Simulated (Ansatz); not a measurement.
A generator proposed this cell of Mg₂CdSe₃.

```cif
data_structure
_symmetry_space_group_name_H-M 'P-3m1'
_symmetry_Int_Tables_number 164
_cell_length_a 4.0676
_cell_length_b 4.0676
_cell_length_c 9.9635
_cell_angle_alpha 90.000
_cell_angle_beta 90.000
_cell_angle_gamma 120.000
_cell_volume 142.76
loop_
_atom_site_label
_atom_site_type_symbol
_atom_site_symmetry_multiplicity
_atom_site_Wyckoff_symbol
_atom_site_fract_x
_atom_site_fract_y
_atom_site_fract_z
_atom_site_occupancy
Mg1 Mg 2 d 0.66667 0.33333 0.16667 1
Cd1 Cd 1 b 0.00000 0.00000 0.50000 1
Se1 Se 2 d 0.66667 0.33333 0.66667 1
Se2 Se 1 a 0.00000 0.00000 0.00000 1
```

Method: DFT PBE, scalar-relativistic, plane waves, PAW (Ansatz). Settings: cutoff 420 eV, Γ-centred mesh 6×6×2 on the computed 6-atom cell, Gaussian smearing of 0.10 eV; no spin polarisation.

Formation energies are uncorrected and refer to the elements' standard structures at the same level.

Q: Estimate its pressure, forces and energy as it stands.

A: The pressure is -4.1 GPa (the mean over three directions, positive in compression), the largest force is 0.40 eV/Å, and the energy is −0.94 eV/atom against the elements. The shortest distance is 2.88 Å.

Q: How much does it gain on relaxing, and where does it end?

A: Relaxing gains about 0.04 eV/atom in 9 ionic steps and ends at −0.976 eV/atom on the finer mesh. The symmetry stays P-3m1 (No. 164). The volume per atom shrinks by 8.2 %, from 23.8 to 21.9 Å³. The shortest distance goes from 2.88 Å (Cd–Se and Mg–Se) to 2.77 Å (Mg–Se). Conventional cell: a = 3.954 Å, c = 9.686 Å. Mg has 6 Se at 2.77 Å; Cd is surrounded by 6 Se at 2.85 Å; around Se on a site of symmetry 3m lie 3 Mg at 2.77 Å and 3 Cd at 2.85 Å; 1 more site not described.

The last run used a 12×12×4 mesh (in the run's order of axes) for its 6-atom cell and Gaussian smearing of 0.02 eV. The reference form of Se is held partly by dispersion forces, which this level lacks. The relaxation can't lower the symmetry of the start. A structure relaxed within its symmetry needn't be a true minimum. Another cell of Mg2CdSe3 relaxed alike, in P6_3mc, lies 71 meV/atom lower, so this cell isn't the stable form at this level.
